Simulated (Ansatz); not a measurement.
What a trial cell of Ga₃O₂ relaxes into

Level of theory: DFT PBE, scalar-relativistic, plane waves, PAW in Ansatz. Cutoff 420 eV, Gaussian smearing, Γ-centred meshes. Cell and atoms relax first on a coarse mesh and then on a finer one. In between, the cell is made exact in the group found at 0.06 Å. In metals the finer mesh still leaves noise of several meV/atom or more. The steps can't lower the symmetry of their start. No spin polarisation in the relaxation; trial moments died out in a coarse test.

A trial structure of Ga₃O₂ was built thus: random cell by space group and Wyckoff sites (Fmm2, No. 42). The dimensions are guesses.

```cif
data_structure
_symmetry_space_group_name_H-M 'Fmm2'
_symmetry_Int_Tables_number 42
_cell_length_a 7.1557
_cell_length_b 7.2798
_cell_length_c 6.6952
_cell_angle_alpha 90.000
_cell_angle_beta 90.000
_cell_angle_gamma 90.000
_cell_volume 348.76
loop_
_atom_site_label
_atom_site_type_symbol
_atom_site_symmetry_multiplicity
_atom_site_Wyckoff_symbol
_atom_site_fract_x
_atom_site_fract_y
_atom_site_fract_z
_atom_site_occupancy
Ga1 Ga 4 a 0.00000 0.00000 0.87800 1
Ga2 Ga 8 b 0.75000 0.25000 0.56333 1
O1 O 8 d 0.10663 0.00000 0.12237 1
```

Formation energies are uncorrected and refer to the elements' standard structures at the same level (O₂ as a molecule).

Question: What does it relax into?

Answer: The symmetry stays Fmm2 (No. 42). The volume per atom shrinks by 7.3 %, from 17.4 to 16.2 Å³. The shortest distance goes from 1.53 Å (O–O) to 1.94 Å (Ga–O). The energy falls by about 1.2 eV/atom (the start's value is from the coarse mesh). The end is written in a standard setting, so origin, axes and order of atoms can differ from the start's. Conventional cell: a = 5.982 Å, b = 6.360 Å, c = 8.495 Å. Around Ga on a site of symmetry mm2 lie 2 O at 1.96 Å; Ga on a site of symmetry 2 has 2 O at 1.94 Å; O has 3 Ga at 1.94–1.96 Å.

Space group Fmm2 (No. 42). a = 5.982 Å, b = 6.360 Å, c = 8.495 Å, α = 90.00°, β = 90.00°, γ = 90.00°
```
atom  site  symmetry       x       y       z
  Ga    4a       mm2  0.5000  0.0000  0.6391
  Ga    8b       ..2  0.2500  0.2500  0.8314
   O    8c       m..  0.5000  0.2842  0.9743
```

Question: Give its energy and gap.

Answer:

| Property | Result |
| --- | --- |
| Formation energy | −0.95 eV/atom |
| Gap on the 10×10×10 mesh of the 5-atom cell | 0 eV (a metal) |

It lies below the elements, which doesn't yet make it stable against other compounds or structures.

The last run used Gaussian smearing of 0.10 eV. An odd number of electrons in the primitive cell allows no gap without spin; a larger cell or a magnetic state could open one. Symmetry constrained the relaxation, so the result can be a saddle point. In all, the 3 runs took 8.5 min on 1 thread of Intel(R) Xeon(R) Platinum 8259CL CPU @ 2.50GHz (Skylake/Cascade Lake), on a shared host.
